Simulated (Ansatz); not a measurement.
Consider the following.

MgH2 (rutile)

```
CELL_PARAMETERS angstrom
      4.48439     0.00000     0.00000
      0.00000     4.48439     0.00000
      0.00000     0.00000     2.99668
ATOMIC_POSITIONS crystal
  Mg 0.00000 0.00000 0.00000
  Mg 0.50000 0.50000 0.50000
  H  0.30469 0.30469 0.00000
  H  0.80469 0.19531 0.50000
  H  0.19531 0.80469 0.50000
  H  0.69531 0.69531 0.00000
```

In this cell atom 5 (H, nearest neighbour Mg at 1.932 Å; its periodic images, 3.0 Å or more away, move with it) is moved by s along Cartesian x, unit vector (1.000, 0.000, 0.000); all other atoms and the cell stay fixed.

Calculation: r2SCAN (plane waves to 500 eV, PAW, scalar-relativistic; Ansatz, a first-principles code). k mesh 6×6×9 (Γ-centred), Fermi-Dirac smearing 0.05 eV. The energy includes the smearing's −TS. MgH2 was relaxed with its symmetry unable to fall. ΔE is measured from the undisplaced structure.

The scan covers s from -0.580 to 0.580 Å in 11 points.

Is the energy the same for displacements of ±0.580 Å, and if not, which side lies higher?

Not even: the positive side lies higher at ±0.580 Å. With its periodic images moving along, the atom's site symmetry in this cell is mm2.

What force acts on the atom along the line at s = -0.580 Å?

1.58 eV/Å.

What is the force constant k = d²E/ds² of this move at s = 0?

3.89 eV/Å².

(For displaced atoms, the force is minus the slope of the energy, and its curvature is a force constant, which sets phonon frequencies.)
